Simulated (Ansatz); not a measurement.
Ansatz (an electronic-structure program) input:

Ansatz 0.2 input:
```yaml
crystal:
  lattice:
    - [4.0759719071, 0.0, 0.0]
    - [0.0, 4.0759719071, 0.0]
    - [0.0, 0.0, 3.9751712394]
  atoms:
    - { symbol: Ca, position: [0.5, 0.5, 0.5] }
    - { symbol: Sc, position: [0.0, 0.0, 0.0] }
    - { symbol: O, position: [0.5, 0.0, 0.0] }
    - { symbol: O, position: [0.0, 0.5, 0.0] }
    - { symbol: F, position: [0.0, 0.0, 0.5] }
kpoints:
  mp_grid: { grid: [7, 7, 7] }
hamiltonian:
  xc: r2scan
  pseudopotentials: { azcp: { folder: ./paw }, kind: paw }
scf:
  occupations: { method: fixed }
elastic: { mode: relaxed_ion, stencil: two_point, amplitude: 0.005, f_tol: 0.0005 }
```

Output (shortened):

```
Pseudopotentials: kind: paw
Pseudopotential: Ca, paw, valence charge 10
Pseudopotential: Sc, paw, valence charge 11
Pseudopotential: O, paw, valence charge 6
Pseudopotential: F, paw, valence charge 7
Functional definition: r2SCAN
Crystal: 5 atoms, lattice volume = 66.042 Å³
Basis set: ecut = 500 eV, 1695 PW (Γ), exchange–correlation on 120×120×120 points (64 copies of the dense FFT grid, shifted against one another)
Bands: 25, of which v1, the nominal top of the filled ones, is band 20 counted from 1 (19 counted from 0)
Symmetry: 16 space group operations
Space group: P4/mmm (ITA 123), of the structure as read, at distance tolerance 4.0e-5 Å
k-points: 40 of 343
PAW frozen core: Ca, regenerated for the run's functional
PAW frozen core: Sc, regenerated for the run's functional
PAW frozen core: O, regenerated for the run's functional
PAW frozen core: F, regenerated for the run's functional
Initial density: superposition of atomic densities (chi_scale 0.1, normalization cell, long waves kept (reshape's long-wave potential 0.01 eV rms))
Initial wavefunctions: pseudopotential atomic-orbital guess
Eigensolver: davidson
Functional: x = r2scan, c = r2scan; τ floored in thin density (d = 2e-4 eV/Å³)
all-band conjugate gradients solve this SCF's bands
SCF 1 converged in 14 iterations: F = -5918.683272 eV  dr2 = 1.36e-14
Crystal: 5 atoms, lattice volume = 66.042 Å³
Initial density: handed on by an earlier stage of this run
Initial wavefunctions: those handed on with the density
SCF 2 converged in 2 iterations: F = -5918.683272 eV  dr2 = 2.44e-15
density extrapolation: transplant  |δρ|_rms = 5.635e-2 e/Å³  SAD shift = 6.066e-3 e/Å³
Crystal: 5 atoms, lattice volume = 65.711 Å³
Symmetry: 8 space group operations
k-points: 64 of 343
SCF 3 converged in 11 iterations: F = -5918.681799 eV  dr2 = 4.96e-14
density extrapolation: first-order (α = -2.000)  |δρ|_rms = 5.635e-2 e/Å³  SAD shift = 6.016e-3 e/Å³
Crystal: 5 atoms, lattice volume = 66.372 Å³
Basis set: ecut = 500 eV, 1703 PW (Γ), exchange–correlation on 120×120×120 points (64 copies of the dense FFT grid, shifted against one another)
SCF 4 converged in 9 iterations: F = -5918.681846 eV  dr2 = 2.18e-14
density extrapolation: transplant  |δρ|_rms = 5.635e-2 e/Å³  SAD shift = 6.086e-3 e/Å³
Crystal: 5 atoms, lattice volume = 65.711 Å³
Basis set: ecut = 500 eV, 1679 PW (Γ), exchange–correlation on 120×120×120 points (64 copies of the dense FFT grid, shifted against one another)
SCF 5 converged in 10 iterations: F = -5918.681634 eV  dr2 = 7.14e-14
density extrapolation: first-order (α = -2.000)  |δρ|_rms = 5.635e-2 e/Å³  SAD shift = 6.036e-3 e/Å³
Crystal: 5 atoms, lattice volume = 66.372 Å³
Basis set: ecut = 500 eV, 1719 PW (Γ), exchange–correlation on 120×120×120 points (64 copies of the dense FFT grid, shifted against one another)
SCF 6 converged in 8 iterations: F = -5918.681742 eV  dr2 = 7.64e-15
density extrapolation: transplant  |δρ|_rms = 5.635e-2 e/Å³  SAD shift = 3.307e-3 e/Å³
Crystal: 5 atoms, lattice volume = 66.041 Å³
Symmetry: 4 space group operations
k-points: 100 of 343
SCF 7 converged in 11 iterations: F = -5918.683065 eV  dr2 = 9.02e-15
density extrapolation: first-order (α = -2.000)  |δρ|_rms = 5.635e-2 e/Å³  SAD shift = 3.307e-3 e/Å³
Crystal: 5 atoms, lattice volume = 66.041 Å³
SCF 8 converged in 7 iterations: F = -5918.683065 eV  dr2 = 4.48e-14
density extrapolation: transplant  |δρ|_rms = 5.635e-2 e/Å³  SAD shift = 3.309e-3 e/Å³
Crystal: 5 atoms, lattice volume = 66.041 Å³
SCF 9 converged in 10 iterations: F = -5918.682837 eV  dr2 = 3.92e-15
density extrapolation: first-order (α = -2.000)  |δρ|_rms = 5.635e-2 e/Å³  SAD shift = 3.309e-3 e/Å³
Crystal: 5 atoms, lattice volume = 66.041 Å³
SCF 10 converged in 7 iterations: F = -5918.682837 eV  dr2 = 7.78e-14
SCF converged after 2 iterations
Free energy (F): -5918.683272 eV
Harris-Foulkes:  -5918.683272 eV  (|F-HF|=4.55e-12)
Internal energy: -5918.683272 eV  (E = F + TS)
E sigma→0 (E₀):  -5918.683272 eV
Fermi energy:    7.831397 eV
--- Per-component energies (eV) ---
  E_band       = -345.282312
  E_kinetic    = 1002.134192
  E_local      = -2715.975598  (includes V_loc(G=0)·N_el)
  E_nonlocal   = 417.546766
  E_hartree    = 969.936401
  E_xc         = -430.835790
  E_vxc        = -616.601424  (∫ρ·V_xc dr)
  E_paw        = -2405.589986  (= ΣΔE_a)
  E_vpaw       = -412.610999  (= ΣTr[D̂ρ^β])
  E_aug_tail   = 0.000854  (compensation charges beyond the density's cutoff)
  E_vtau       = 40.351095  (kinetic-family band-sum trace: ∫τ·v_τ [+ j·A + Jᵃ·Aᵃ] dr)
  E_ewald      = -2755.345681
  E_core_change = -0.554431  (= ΣΔE_core)
  E_smearing   =  0.000000  (= −TS)
  E_closure    =  0.000000  (closes the sum)
  Σ components = -5918.683272   (vs F -5918.683272, Δ=0.00e0)
--- Forces (eV/Å), atoms counted from 1 ---
  atom   1  Ca     0.00000000     0.00000000     0.00000000
  atom   2  Sc     0.00000000     0.00000000     0.00000000
  atom   3  O      0.00000000     0.00000000     0.00000000
  atom   4  O      0.00000000     0.00000000     0.00000000
  atom   5  F      0.00000000     0.00000000     0.00000000
  max |Σ_I F_I| component: 0.0 eV/Å
--- Stress (GPa, compression-positive) ---
       -0.001606       0.000000       0.000000
        0.000000      -0.001606       0.000000
        0.000000       0.000000       0.011317
  P = ⅓ Tr σ = 0.0027 GPa (0.027 kbar)
  The stress holds the Pulay correction. Without it, at fixed plane waves, as pw.x and ABINIT print it: P = -0.1008 GPa
  The stress includes an estimate of the error left by incomplete SCF convergence (largest component 0.0000 GPa).
--- Band table (eV; the first three rows and the last of 40) ---
  k-point 0: bands = ["-41.3963", "-34.3147", "-19.4535", "-19.0574", "-19.0574", "-18.0303", "-14.4162", "-14.4162", "-14.2568", "-9.6680", "-9.1602", "1.8885", "1.8885", "2.0566", "6.0099", "6.0099", "6.1717", "6.7794", "7.4873", "7.4873", "11.3576", …
  k-point 1: bands = ["-41.3947", "-34.3140", "-19.8286", "-19.0558", "-19.0558", "-17.5620", "-14.4153", "-14.4153", "-14.2775", "-9.6407", "-9.1537", "1.7405", "1.8484", "1.8484", "5.8874", "5.9355", "5.9355", "6.5995", "7.4733", "7.4733", "11.7721", …
  k-point 2: bands = ["-41.3912", "-34.3127", "-20.3459", "-19.0521", "-19.0521", "-16.8264", "-14.4131", "-14.4131", "-14.3236", "-9.5805", "-9.1390", "1.0563", "1.7597", "1.7597", "5.3728", "5.7814", "5.7814", "6.2446", "7.4441", "7.4441", "12.2076", …
  k-point 39: bands = ["-41.3836", "-34.3065", "-20.6333", "-19.2210", "-19.2204", "-16.3409", "-14.4552", "-14.4509", "-14.3057", "-8.6597", "-8.6354", "0.5289", "1.2998", "1.3224", "4.3112", "4.5006", "4.8498", "6.1103", "6.1528", "7.8314", "12.4919", …
  band table: 25 of 25 bands, residual norms ≤ 1.0e-3 eV
--- Elastic constants: 4 strain directions × 2 members + reference (group order 16) ---
  dense FFT box of the reference and of every strained cell: 30×30×30
  strains applied: 11, 33, 23, 12; error gains …
  C = ∂σ_k/∂η_j (tension-positive GPa; Voigt order 11 22 33 23 13 12):
       280.865     89.722     40.468      0.000      0.000      0.000
        89.722    280.865     40.468      0.000      0.000      0.000
        40.483     40.483    308.961      0.000      0.000      0.000
         0.000      0.000      0.000     41.483      0.000      0.000
         0.000      0.000      0.000      0.000     41.483      0.000
         0.000      0.000      0.000      0.000      0.000     84.314
  reference stress σ⁰ (GPa):      0.002      0.002     -0.011      0.000      0.000      0.000
  moduli (Voigt/Reuss/Hill, GPa): K = 134.67/134.55/134.61   G = 80.12/64.27/72.19   E = 183.74   ν = 0.273
  mechanically stable: yes (min eigenvalue of sym C = 41.48 GPa)
  strain η (Voigt 11):  stress-route row diagonal C_11 = 280.86 GPa, energy-path curvature d²(F+E_count+ΔE)/dδ²/Ω₀ = 280.74 GPa
         δ    σ_11 (GPa)             F (eV)   n_scf  n_hpsi   n_pw
    -5.000e-3      -1.4401       -5918.6817989      11   35396   1695   relax 0 steps, max|allowed force component| 0.0 eV/Å
     5.000e-3       1.3686       -5918.6818463       9   33613   1705   relax 0 steps, max|allowed force component| 0.0 eV/Å
  strain η (Voigt 33):  stress-route row diagonal C_33 = 308.96 GPa, energy-path curvature d²(F+E_count+ΔE)/dδ²/Ω₀ = 308.86 GPa
         δ    σ_33 (GPa)             F (eV)   n_scf  n_hpsi   n_pw
    -5.000e-3      -1.5952       -5918.6816341      10   22299   1695   relax 0 steps, max|allowed force component| 0.0 eV/Å
     5.000e-3       1.4944       -5918.6817419       8   17854   1719   relax 0 steps, max|allowed force component| 0.0 eV/Å
  strain η (Voigt 23):  stress-route row diagonal C_44 = 41.48 GPa, energy-path curvature d²(F+E_count+ΔE)/dδ²/Ω₀ = 41.47 GPa
         δ    σ_23 (GPa)             F (eV)   n_scf  n_hpsi   n_pw
    -5.000e-3      -0.2074       -5918.6830655      11   57676   1703   relax 0 steps, max|allowed force component| 0.00e0 eV/Å
     5.000e-3       0.2074       -5918.6830655       7   43332   1703   relax 0 steps, max|allowed force component| 0.00e0 eV/Å
  strain η (Voigt 12):  stress-route row diagonal C_66 = 84.31 GPa, energy-path curvature d²(F+E_count+ΔE)/dδ²/Ω₀ = 84.30 GPa
         δ    σ_12 (GPa)             F (eV)   n_scf  n_hpsi   n_pw
    -5.000e-3      -0.4216       -5918.6828374      10   35763   1703   relax 0 steps, max|allowed force component| 0.0 eV/Å
     5.000e-3       0.4216       -5918.6828374       7   27885   1703   relax 0 steps, max|allowed force component| 0.0 eV/Å
```

Cost: very roughly 2.8 core-minutes on shared cores.

The start of the workflow was typed in or built on a structure type; neither database checked (COD, Materials Project) lists it. Its standing as an ambient phase is unchecked. The cell was relaxed with r²SCAN under the symmetry of its start; whether a distortion lowers the energy is not shown. The run is not spin-polarised.

Potentials: the earlier of the program's two PAW sets. The files were generated under PBE; for other functionals the program regenerates the frozen cores, and for LDA and PBEsol the local potential too.

Ansatz is a plane-wave DFT program.
